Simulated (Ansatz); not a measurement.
Given:

Ti (bcc (W type), space group No. 229), a = b = c = 3.2101 Å, α = β = γ = 90.00°; the cell used has 1 atom.

This is the PBEsol-relaxed structure.

Q: All from the program Ansatz at the PBEsol level (PAW), unless another level is named. Predict the bulk modulus (Birch–Murnaghan fit).

A: 113 GPa.

Q: Give the elastic constants (relaxed ions, GPa).

A: C11 = 98.1, C12 = 121, C44 = 38.3.

Space group Im-3m (bcc (W type)). This is a known high-temperature phase of the composition, computed here at zero pressure and temperature. The cell was relaxed with PBEsol under the symmetry of its start. At this level the phase is mechanically unstable. No spin polarisation was allowed. As this level gives no gap, shear constants depend on the k-mesh and smearing (Fermi–Dirac, 0.1 eV here). On the denser mesh and wider smearing of the elastic run this cell carries a stress of 0.4 GPa.

Potentials: the later of the program's two PAW sets.
